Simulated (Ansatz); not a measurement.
MgS (rock salt, Fm-3m) under volume change, PBE in the plane-wave PAW code Ansatz, scaled uniformly.

```json
[
 {"V (Å³/atom)": "16.268", "E − E(relaxed) (meV/atom)": "39.3", "P (GPa)": "8.47"},
 {"V (Å³/atom)": "16.805", "E − E(relaxed) (meV/atom)": "16.6", "P (GPa)": "5.20"},
 {"V (Å³/atom)": "17.341", "E − E(relaxed) (meV/atom)": "3.9", "P (GPa)": "2.41"},
 {"V (Å³/atom)": "17.877", "E − E(relaxed) (meV/atom)": "0.0", "P (GPa)": "0.01"},
 {"V (Å³/atom)": "18.414", "E − E(relaxed) (meV/atom)": "3.5", "P (GPa)": "-2.05"},
 {"V (Å³/atom)": "18.950", "E − E(relaxed) (meV/atom)": "13.4", "P (GPa)": "-3.82"},
 {"V (Å³/atom)": "19.486", "E − E(relaxed) (meV/atom)": "28.8", "P (GPa)": "-5.34"}
]
```

What does a third-order Birch–Murnaghan fit give for V₀, B₀ and B′?

V₀ = 17.88 Å³/atom, B₀ = 73.9 GPa, B′ = 4.1.

Symmetry was held in the PBE relaxation.

Potentials: the later of the program's two PAW sets.
